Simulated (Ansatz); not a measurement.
According to DFT-PBEsol in the program Ansatz with PAW potentials, Al₂Pt in the fluorite or antifluorite type structure (Fm-3m) relaxes to a = 5.897 Å. Pt has 8 nearest neighbours from 2.55 Å (cubic). Against the elements it lies at -865 meV/atom, with no fitted shifts.

Electronic character: metallic (no gap). Gap from PBEsol with spin–orbit coupling: none (metallic).

The bulk modulus is 139 GPa. The relaxed-ion elastic constants in GPa are C11 = 186, C12 = 115, C44 = 46.7. The elastic constants imply a Debye temperature near 296 K. The highest mode at Γ lies at 296 cm⁻¹.

Symmetry was held in the PBEsol relaxation; of distortions, only those at the zone centre were tested. The run is not spin-polarised. As this level gives no gap, shear constants depend on the k-mesh and smearing (Fermi–Dirac, 0.1 eV here). As this level gives no gap, phonon frequencies hold no LO–TO term and depend on the k-mesh and smearing (Fermi–Dirac, 0.1 eV here). The references are the lowest solids computed at this level, not always the standard phases. Spin–orbit coupling is left out wherever it is not named.

Potentials: the later of the program's two PAW sets.
